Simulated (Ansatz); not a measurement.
Values for one crystal, relaxed and computed with DFT-r²SCAN in the program Ansatz with PAW potentials; other levels are named.

```yaml
volume_per_atom: 23.90 Å³
electronic_character: metallic (no gap)
Formation energy from the elements (no fitted shifts): -500 meV/atom
Density of states at the Fermi level: 0.67 states/eV per atom (mean over ±0.08 eV)
```

### Question
Which of these materials gives this?
A) YHg2, P6/mmm (Y on 1a, Hg on 2d)
B) Ti2Ga, P6_3/mmc (Ti on 2d, Ti on 2a, Ga on 2c)
C) Ce3In, Cu3Au type
D) YAu2, MoSi2 or CaC2 type

### Answer
A, YHg2, P6/mmm (Y on 1a, Hg on 2d)

The workflow started from a Materials Project entry (that database holds measured and hypothetical structures alike); the Crystallography Open Database files this formula in space group No. 191, but the cells were not matched. Its standing as an ambient phase is unchecked. Symmetry was held in the r²SCAN relaxation; whether a distortion lowers the energy is not shown. No spin polarisation was allowed. The references are the lowest solids computed at this level, not always the standard phases. Spin–orbit coupling is left out wherever it is not named.

Potentials: the later of the program's two PAW sets.
